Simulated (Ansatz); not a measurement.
A geometry of ZrO2 away from equilibrium: step 3 of the relaxation of a generated cell, ZrO2 placed in the AFLOW prototype A2B_oC12_63_2c_c (C49, as in ZrSi2). All values below come from PBEsol (plane waves to 420 eV, PAW, scalar-relativistic; Ansatz, a program for electronic structure). Γ-centred k-mesh 7×7×7 on the run's cell (coarser than for final values), Fermi–Dirac smearing 0.05 eV. The plane waves were selected for a different cell earlier on the path.

```
CELL_PARAMETERS angstrom
      1.56095    -6.05661     0.00000
      1.56095     6.05661     0.00000
      0.00000     0.00000     3.25858
ATOMIC_POSITIONS crystal
  O  0.92827 0.07173 0.25000
  O  0.07173 0.92827 0.75000
  O  0.25093 0.74907 0.25000
  O  0.74907 0.25093 0.75000
  Zr 0.63388 0.36612 0.25000
  Zr 0.36612 0.63388 0.75000
```

Question: What forces act on the atoms (eV/Å)?

Answer: 
```tsv
atom	Fx	Fy	Fz
O1	0.00	1.41	0.00
O2	0.00	-1.41	0.00
O3	0.00	-0.25	0.00
O4	0.00	0.25	0.00
Zr5	0.00	-1.38	0.00
Zr6	0.00	1.38	0.00
```

The path ends in Cmcm (No. 63). No spin polarisation in the result. Without a van der Waals term the distances between weakly bound units are poorly fixed.

The run could not lose the symmetry of its start: the end is stationary, and may be a saddle point rather than a minimum.

The end of the path is a generated cell of ZrO2: the first start was made by placing the elements on the sites of a structure type, and the end was not matched to a known phase here, so it may be hypothetical. Known forms of ZrO2 include space group No. 14, 137, 225.
